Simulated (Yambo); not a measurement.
Yambo run on HgS (wurtzite, space group P6_3mc, No. 186). The wavefunctions are PBEsol (Quantum ESPRESSO, PseudoDojo norm-conserving, 66 Ry, with spin-orbit coupling) ones on a 3×3×2 mesh (52 occupied bands); a = b = 4.1564 Å, c = 6.7774 Å, α = β = 90.00°, γ = 120.00°.

Yambo input:

```
rim_cut
HF_and_locXC
RandQpts= 1000000
RandGvec= 1 Ry
EXXRLvcs= 66 Ry
VXCRLvcs= 264 Ry
% QPkrange
 1 | 1 | 50 | 54 |
 2 | 2 | 52 | 53 |
 5 | 5 | 52 | 53 |
 6 | 6 | 52 | 53 |
%
```

k points by index: 1 = Γ, 2 = A, 5 = K, 6 = H.

Resulting energies as the program prints them:

```
#    K-point    Band    Eo [eV]    Ehf [eV]    Vxc [eV]    Vnlxc [eV]
#
    1    50    -0.075320    -2.524263    -15.55919    -18.00813
    1    51    -0.51358E-13    -2.731924    -15.86514    -18.59706
    1    52    0.000000    -2.731924    -15.86514    -18.59706
    1    53    0.081105    0.147363    -16.31174    -16.24548
    1    54    0.081105    0.147358    -16.31174    -16.24549
    2    52    -0.457261    -3.047433    -15.65036    -18.24053
    2    53    1.408873    5.030918    -12.37470    -8.752654
    5    52    -1.851997    -4.985663    -14.20982    -17.34348
    5    53    3.445939    8.013097    -13.51674    -8.949577
    6    52    -1.437674    -4.490417    -14.53939    -17.59213
    6    53    2.996718    7.305461    -13.03151    -8.722767
```
Exchange alone, without screening.

Geometry relaxed with PBEsol.

This is not the ordinary phase of the substance; no match was found in the copy of COD used, and its stability was not checked.
